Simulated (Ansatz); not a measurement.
**TlSiSe2, a known structure type with other elements, at an estimated volume**

```yaml
crystal:
  lattice:
    - [0.00000, 0.00000, 6.32848]
    - [3.97096, -3.97096, 3.16424]
    - [3.97096, 3.97096, -3.16424]
  atoms:
    - { symbol: Tl, position: [0.25000, 0.00000, 0.00000] }
    - { symbol: Tl, position: [0.75000, 0.00000, 0.00000] }
    - { symbol: Si, position: [0.75000, 0.50000, 0.50000] }
    - { symbol: Si, position: [0.25000, 0.50000, 0.50000] }
    - { symbol: Se, position: [0.65700, 0.50000, 0.81400] }
    - { symbol: Se, position: [0.15700, 0.18600, 0.50000] }
    - { symbol: Se, position: [0.34300, 0.50000, 0.18600] }
    - { symbol: Se, position: [0.84300, 0.81400, 0.50000] }
```

Method: r2SCAN, no spin polarisation; PAW, plane waves to 500 eV, 5×5×5 Γ-centred mesh, gaussian occupations (width 0.0209 eV) (Ansatz 0.2.0), atoms fixed.

- Stress: The pressure is 3.0 GPa (compression positive), so with the atoms held at these fractions the cell would first expand. The principal stresses 1.9, 3.6, 3.6 GPa differ, so its shape would change too.
- Charges: Bader charges in e: Tl +0.45, Si +1.43, Se -0.94. In the mean Si gives up most and Se takes most.
- Forces: The largest is on Se7 (and as large on other atoms): 0.51 eV/Å, components (-0.36, -0.36, 0.00). It makes 138° with the line to a nearest neighbour, Si3 at 2.37 Å, pointing away from it.
- At the Fermi level: It is a metal, with about 3.1 states/eV a cell as the mean within 0.25 eV of the Fermi level, mostly Se p (31 %), Si s (23 %) and Tl p (22 %).

Origin: a known structure type with other elements, at an estimated volume, so it need not be a known compound. Caveats: many states at the Fermi level without spin polarisation, so a magnetic state may lie lower.
